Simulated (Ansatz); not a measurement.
An ordered 8-atom cell of Ga3BAs4 on the zincblende lattice, 8 atoms and 102 valence electrons in a cell of about 164 Å³, was run 6 times in Ansatz 0.2.0, each time on 4 threads of Arm Neoverse V1, on a shared host. The times are single readings and vary with the host's load.

```
                  run  k mesh  irreducible k  cutoff (eV)  plane waves  bands  SCF iterations  wall time  peak host memory (GiB)
      relaxation, PBE   8×8×8             65          420         3355     62              65    2.6 min                    0.88
   relaxation, r2SCAN   8×8×8             65          500         4163     62              47          ?                       ?
           bands, PBE   8×8×8             65          420         3241     57               8          ?                       ?
 single point, r2SCAN   8×8×8             65          500         4163     57               8       41 s                     1.2
  single point, HSE06   4×4×4             13          420         3241     57              38      5 min                     3.6
single point, PBE+SOC   8×8×8             65          420         3241    114              10          ?                       ?
```

Task: Estimate the missing times and memories.

Result:

| run | wall time | peak host memory (GiB) |
| --- | --- | --- |
| bands, PBE | 31 s | 0.77 |
| relaxation, r2SCAN | 3.4 min | 1.3 |
| single point, PBE+SOC | 3 min | 3 |

Only the levels marked +SOC include spin-orbit coupling.

Small gaps with spin-orbit coupling can be splittings of inverted bands, not the fundamental gap; semilocal functionals often invert bands that the real crystal keeps in order.
